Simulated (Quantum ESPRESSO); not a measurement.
# Strain and stress in Al3ZnN3O

The results below are calculated, not measured. They come from pw.x of Quantum ESPRESSO 7.5, a plane-wave density functional program, with PseudoDojo standard norm-conserving files (v0.5 for PBE, v0.4.1 for LDA and PBEsol). The cells are made up: elements, strain and atom displacements were drawn at random, and nothing was relaxed. There is no spin polarisation, spin-orbit coupling or dispersion term.

The cell has 8 sites of a wurtzite lattice (rectangular cell). Sites 1 to 4 hold Al Zn Al Al; sites 5 to 8 hold N O N N. Cell vectors in Å: (3.059, 0.018, -0.023); (0.031, 5.378, 0.008); (-0.038, 0.007, 5.035). Settings: PBE, cutoff 1143 eV, 6 x 4 x 4 k mesh shifted by half a step, Fermi-Dirac smearing of 0.025 eV.

Each run adds the same strain along x and y to one cell, with the atoms carried along; the vectors above are those of run 4. Stress is positive in tension and P is minus a third of its trace. E is the free energy for each atom above the lowest run shown. The last column is band 26 less band 25 at Gamma, from a band step after each run.

```
run  strain (%)  s_xx (GPa)  s_yy (GPa)  s_zz (GPa)  s_xy (GPa)  P (GPa)  E (meV/atom)  level step at Gamma (eV)
  1       -1.87      -27.24      -13.31      -14.89        7.85    18.48         46.66                     0.820
  3       -1.30      -23.29      -10.12      -13.85        7.48    15.75         33.02                     0.799
  4       -1.02      -21.41       -8.62      -13.36        7.29    14.46         27.16                     0.789
  5        1.20       -8.34        1.85       -9.82        5.98     5.44          1.13                     0.701
  6        1.56       -6.49        3.33       -9.30        5.79     4.15          0.00                     0.686
  7        2.42       -2.31        6.63       -8.11        5.33     1.27          0.30                     0.650
  2       -1.65           ?           ?           ?           ?        ?             ?                         ?
```

A rerun of one of these cells at 1437 eV and k mesh 8 x 6 x 6 moved values by no more than 0.002 eV in the cell's energy, 0.03 GPa in stress and 0.002 eV/Å in force.

## Worked fit

A parabola through the six runs shown gives s_xx = -15.06 + 5.96 e - 0.288 e² GPa, with e in per cent and a scatter of 0.04 GPa. The slope is a stiffness of 596 ± 3 GPa for each unit of this strain at e = 0, the sum of the responses of s_xx to strain along x and along y. The atoms are clamped, and relaxing them would in general lower it. The error is the larger of the fit's own and the change that a cubic makes, rounded up.

## Withheld run

Question: what s_xx should run 2 give?

The fit gives -25.68 GPa. The calculation gave -25.69 GPa.

```
run,strain (%),s_xx (GPa),s_yy (GPa),s_zz (GPa),s_xy (GPa),P (GPa),E (meV/atom),level step at Gamma (eV)
2,-1.65,-25.69,-12.06,-14.49,7.70,17.41,41.13,0.812
```